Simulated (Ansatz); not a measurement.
## FeCo5 (P-6m2) at 2 levels of theory

One geometry, relaxed with PBE; plane waves with PAW potentials in Ansatz, scalar-relativistic. Collinear spin; the first row ends at 10.5 μB a primitive cell. Gaps are the least over mesh and band path; pressure is positive in compression.

```
Fe Co
1.0
     2.49528    0.00000    0.00000
    -1.24764    2.16098    0.00000
     0.00000    0.00000   12.25868
Fe Co
1 5
Direct
  0.33333 0.66667 0.50000
  0.33333 0.66667 0.83543
  0.33333 0.66667 0.16457
  0.66667 0.33333 0.00000
  0.66667 0.33333 0.32799
  0.66667 0.33333 0.67201
```

| level | cutoff (eV) | k mesh | gap (eV) | pressure (GPa) | largest moment (μB) |
| --- | --- | --- | --- | --- | --- |
| PBE | 420 | 18×18×4 | 0 | 0.0 | 2.46 |

Task: What comes out on the same cell with r2SCAN?

Result:
```json
{"level": "r2SCAN", "cutoff (eV)": "500", "k mesh": "18×18×4", "gap (eV)": "0", "pressure (GPa)": "-2.5", "largest moment (μB)": "2.84"}
```

The state reached may not be the lowest one.

The cell was found from a structure generator's guess, not taken from experiment.
